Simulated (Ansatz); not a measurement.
The start is a generated cell, CuAu3 built in the AFLOW prototype AB3_hR8_148_c_f (D0_5, as in BiI3). The structure is fully relaxed (lattice and positions, P = 0) with PBEsol (plane waves to 420 eV, PAW, scalar-relativistic; Ansatz, a first-principles code). The first steps use a coarse 7×7×7 k-mesh.

Input geometry:
```yaml
crystal:
  lattice:
    - [2.72836, 1.57522, 5.01837]
    - [-2.72836, 1.57522, 5.01837]
    - [0.00000, -3.15043, 5.01837]
  atoms:
    - { symbol: Cu, position: [0.33333, 0.33333, 0.33333] }
    - { symbol: Cu, position: [0.66667, 0.66667, 0.66667] }
    - { symbol: Au, position: [0.08800, 0.75500, 0.42100] }
    - { symbol: Au, position: [0.42100, 0.08800, 0.75500] }
    - { symbol: Au, position: [0.75500, 0.42100, 0.08800] }
    - { symbol: Au, position: [0.91200, 0.24500, 0.57900] }
    - { symbol: Au, position: [0.57900, 0.91200, 0.24500] }
    - { symbol: Au, position: [0.24500, 0.57900, 0.91200] }
```

How large is the pressure on the unrelaxed cell, and of which sign?

+25.2 GPa (positive: the cell is compressed).

What is the largest force in the starting geometry, and on which atom (counted from 1)?

4.72 eV/Å, on Au3, Au4, Au5, Au6, Au7, Au8 (atoms numbered as listed).

How much energy is released per atom?

0.65 eV/atom.

How does the volume change?

+4.3 %, from 16.18 to 16.87 Å³/atom.

How do the shortest distances between atoms change?

The closest pairs of elements (up to four, under 3.6 Å), start → end: Au–Cu 2.25 → 2.60 Å; Au–Au 2.99 → 2.79 Å; Cu–Cu 3.15 → 2.82 Å.

Write out the relaxed structure.


Space group R-3, hexagonal axes (No. 148); a = 4.8788 Å, b = 4.8788 Å, c = 19.6370 Å, α = 90.00°, β = 90.00°, γ = 120.00°

```json
[
 {"atom": "Cu", "site": "6c", "symmetry": "3.", "x": "0.0000", "y": "0.0000", "z": "0.3335"},
 {"atom": "Au", "site": "18f", "symmetry": "1", "x": "0.3305", "y": "0.0006", "z": "0.1032"}
]
```
(The calculation used a cell of 8 atoms; values per cell refer to that cell.)

The space group stays R-3 (No. 148) (the run could not lower it), with 8 atoms in the primitive cell. Final values are on a 11×11×11 k-mesh of the relaxed cell. No spin polarisation in the result.

The run could not lose the symmetry of its start, so the end can be a saddle point.

The relaxed structure here is a generated cell of CuAu3: the first start was made by placing the elements on the sites of a structure type, and the end was not matched to a known phase here, so it may be hypothetical.
